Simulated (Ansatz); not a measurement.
A geometry of Co away from equilibrium: the start of the relaxation of a relaxed Co cell, doubled along one cell vector, shaken by Gaussian noise of σ = 0.08 Å a coordinate. The numbers are results of PBE (plane waves to 420 eV, PAW, scalar-relativistic; Ansatz, a quantum-chemistry and plane-wave program), not measurements. Γ-centred k-mesh 8×15×8 on the run's cell (coarser than for final values), Fermi–Dirac smearing 0.05 eV.

```xyz
4
Lattice="4.9878 0.0000 0.0000 -1.2470 2.1598 0.0000 0.0000 0.0000 4.0317" Properties=species:S:1:pos:R:3 pbc="T T T"
Co     1.3289     0.7495     3.0416
Co     3.7368     0.6094     3.0616
Co     0.0592     1.4674     1.0365
Co     2.6852     1.4163     1.0115
```
Spin-polarised start, with parallel moments on Co.

What forces act on the atoms (eV/Å)?


| atom | Fx | Fy | Fz |
|---|---|---|---|
| Co1 | -0.69 | -0.57 | 0.06 |
| Co2 | 0.98 | 0.70 | -0.26 |
| Co3 | 0.50 | -0.02 | -0.07 |
| Co4 | -0.78 | -0.11 | 0.28 |

What is the pressure?

+1.9 GPa, compression positive.

Spin state reached: ferromagnetic (net 1.61 μB/atom), from parallel starting moments; other spin orders were not run from this start.
